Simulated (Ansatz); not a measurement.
Pb:
```
CELL_PARAMETERS angstrom
      0.00000     2.52062     2.52062
      2.52062     0.00000     2.52062
      2.52062     2.52062     0.00000
ATOMIC_POSITIONS crystal
  Pb 0.00000 0.00000 0.00000
```

Relaxed with PBE. Special points in fractions of this cell's reciprocal vectors: Γ (0.000, 0.000, 0.000); X (0.500, 0.000, 0.500); U (0.625, 0.250, 0.625); K (0.375, 0.375, 0.750); L (0.500, 0.500, 0.500); W (0.500, 0.250, 0.750).

**Question.** List the band energies nearest the Fermi level at these points for the program Ansatz at the PBE level (PAW).

**Answer.** In eV from the Fermi level; about four levels below and three above (degenerate sets whole), none deeper than 8.9 eV; … stands for higher levels left out; points with the same levels are listed once.

| k | below | above |
|---|---|---|
| Γ | – | 6.99 6.99 6.99 |
| X | -6.80 -3.07 | 1.98 1.98 … |
| U | -6.88 -2.13 -1.13 | 2.85 … |
| L | -8.09 -3.95 | 5.28 5.28 … |
| W | -6.71 -1.27 -1.27 | 0.30 … |

Space group Fm-3m (fcc (Cu type)). The cell was relaxed with PBE under the symmetry of its start. Spin–orbit coupling is left out wherever it is not named.

Potentials: the earlier of the program's two PAW sets.
